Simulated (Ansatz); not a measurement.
MgIn$_{2}$O$_{4}$:
```cif
data_In8Mg4O16
_chemical_formula_sum 'Mg4 In8 O16'
_space_group_name_H-M_alt 'Imma'
_space_group_IT_number 74
_space_group_name_Hall '-I 2b 2'
_cell_length_a 6.23944
_cell_length_b 6.35992
_cell_length_c 8.85144
_cell_angle_alpha 90.000
_cell_angle_beta 90.000
_cell_angle_gamma 90.000
loop_
_atom_site_label
_atom_site_type_symbol
_atom_site_symmetry_multiplicity
_atom_site_Wyckoff_symbol
_atom_site_fract_x
_atom_site_fract_y
_atom_site_fract_z
_atom_site_occupancy
Mg1 Mg 4 c 0.25000 0.25000 0.25000 1
In1 In 4 e 0.00000 0.75000 0.13171 1
In2 In 4 b 0.00000 0.00000 0.50000 1
O1 O 8 h 0.00000 0.02466 0.25722 1
O2 O 8 i 0.26377 0.25000 0.01192 1
```
(The calculation used a cell of 14 atoms; values per cell refer to that cell.)

Relaxed with PBEsol.

Task: Give the optical modes at the zone centre with their infrared activity from DFPT, DFT-PBEsol in the program Ansatz with PAW potentials.

Result: Transverse frequencies, without the LO–TO term; a row sums one degenerate level.

```csv
ω (cm⁻¹),degeneracy,IR ((D/Å)²/amu),activity
106,1,0.34,IR
107,1,0.00,IR-inactive
125,1,0.05,IR
127,1,0.00,IR-inactive
136,1,0.00,IR-inactive
137,1,1.34,IR
144,1,0.00,IR-inactive
148,1,0.07,IR
159,1,4.43,IR
207,1,0.76,IR
257,1,0.00,IR-inactive
263,1,0.00,IR-inactive
286,1,0.00,IR-inactive
313,1,0.00,IR-inactive
319,1,0.00,IR-inactive
320,1,14.56,IR
323,1,4.60,IR
336,1,0.00,IR-inactive
343,1,0.01,IR-inactive
350,1,4.18,IR
353,1,0.00,IR-inactive
361,1,32.07,IR
366,1,53.89,IR
374,1,19.19,IR
396,1,1.61,IR
407,1,0.00,IR-inactive
413,1,6.02,IR
429,1,0.00,IR-inactive
437,1,0.00,IR-inactive
453,1,0.24,IR
455,1,0.00,IR-inactive
518,1,0.00,IR-inactive
521,1,24.90,IR
522,1,26.24,IR
525,1,0.00,IR-inactive
528,1,14.84,IR
554,1,0.00,IR-inactive
627,1,0.03,IR
642,1,0.00,IR-inactive
```

Task: How high does the top mode go among those that the LO–TO term moves?

Result: 628 cm⁻¹ for q along x, 616 cm⁻¹ for q along y, 631 cm⁻¹ for q along z.

The workflow started from a Materials Project entry (that database holds measured and hypothetical structures alike); the Crystallography Open Database copy checked does not list it. With Mg and In taken as one species the cell has the higher symmetry Fd-3m, so it may be an ordered model of a mixed-site phase. Its standing as an ambient phase is unchecked. Symmetry was held in the PBEsol relaxation; whether a distortion lowers the energy is not shown.

Potentials: the later of the program's two PAW sets.
